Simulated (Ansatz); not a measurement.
# Data sheet: Si₂Ni (DFT)

Si$_{2}$Ni:
```xyz
3
Lattice="2.8343 0.0000 0.0000 -1.4172 2.4546 0.0000 0.0000 0.0000 5.2861" Properties=species:S:1:pos:R:3 pbc="T T T"
Ni     0.0000     0.0000     0.0000
Si     0.0000     1.6364     1.6746
Si     1.4172     0.8182     3.6115
```

Space group P-3m1 (No. 164); conventional cell a = b = 2.8343 Å, c = 5.2861 Å, α = β = 90.00°, γ = 120.00°.

Method: the program Ansatz at the r²SCAN+D4 level (PAW). The cell and atoms are relaxed at this level. Other levels are named where they apply.

Cell and energy:

| Quantity | Value |
|---|---|
| Volume per atom | 12.26 Å³ |
| Density | 5.19 g/cm³ |
| Formation energy from the elements (no fitted shifts) | -0.070 eV/atom |

Electronic structure:

| Property | Result |
|---|---|
| Electronic character | metallic (no gap) |
| Density of states at the Fermi level | 0.27 states/eV per atom (mean over ±0.08 eV) |

Magnetism:

| Item | Value |
|---|---|
| Magnetic order | non-magnetic (starting moments vanished) |

Charges:

| Quantity | Result |
|---|---|
| Bader charges | Ni -0.43, Si +0.21 e |

The start of the workflow was typed in or built on a structure type; neither database checked (COD, Materials Project) lists it. It is not the phase usual at ambient conditions (space group No. 225). Symmetry was held in the r²SCAN+D4 relaxation; whether a distortion lowers the energy is not shown. The workflow began spin-polarised and lost its moments. The volume moved by -28 % from the start of the relaxation. The references are the lowest solids computed at this level, not always the standard phases.

Potentials: the earlier of the program's two PAW sets.
